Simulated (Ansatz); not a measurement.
GeSb2Te4 in space group R-3m (No. 166; Ge on 3a, Sb on 6c, Te on 6c, Te on 6c) at seven volumes, r²SCAN+D4 (plane waves, PAW; program Ansatz), shape and atoms relaxed at each. One row is withheld.

```csv
V (Å³/atom),P (GPa)
28.368,4.24
29.303,?
30.238,1.06
31.173,0.00
32.108,-0.70
33.044,-1.04
33.979,-1.05
```

Fit the shown pressures and predict the withheld one.

P = (3/2)B₀(x^(7/2) − x^(5/2))[1 + (3/4)(B′ − 4)(x − 1)] with x = (V₀/V)^(2/3). Least squares on the six rows gives V₀ = 31.177 Å³/atom, B₀ = 25.7 GPa, B′ = 13.39. At V = 29.303, x = 1.0422 and P = 2.34 GPa. The run itself gave 2.48 GPa.

The cell was relaxed with r²SCAN+D4 under the symmetry of its start. Spin–orbit coupling is left out wherever it is not named.

Potentials: the later of the program's two PAW sets.
